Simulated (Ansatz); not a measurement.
**Property card for TiBMoC2**

Theory: Ansatz, DFT PBE, scalar-relativistic, plane waves, PAW.

Settings: cutoff 420 eV, Γ-centred mesh 12×12×6 on the computed 5-atom cell, Gaussian smearing of 0.10 eV; no spin polarisation.

The structure is relaxed at this level of theory with its symmetry kept, and needn't be the ground state of this composition.

```
Ti B Mo C
1.0
     2.97382    0.00000    0.00000
    -1.48691    2.57541    0.00000
     0.00000    0.00000    6.69715
Ti B Mo C
1 1 1 2
Direct
  0.66667 0.33333 0.21067
  0.33333 0.66667 0.91677
  0.00000 0.00000 0.63883
  0.00000 0.00000 0.35382
  0.66667 0.33333 0.87991
```

- Space group: P3m1 (No. 156)
- Volume per atom: 69.2 bohr³
- Formation energy from the elements' standard states (uncorrected): +0.128 eV/atom
- Kohn–Sham band gap: none (metal)
- Density of states at the Fermi level: 4.3 states/eV per cell
- Orbital (Löwdin) character within 0.5 eV of the Fermi level: Mo 4d 48 %, Ti 3d 29 %, C 2p 11 %
- Bader charge by site (e): Ti (1 in the cell) 1.53, B (1 in the cell) 0.90, Mo (1 in the cell) 0.93, C (1 in the cell) -1.41, C (1 in the cell) -1.94

The cell was found from a structure generator's guess, not taken from experiment. Löwdin shares on free-atom orbitals overweight diffuse shells.
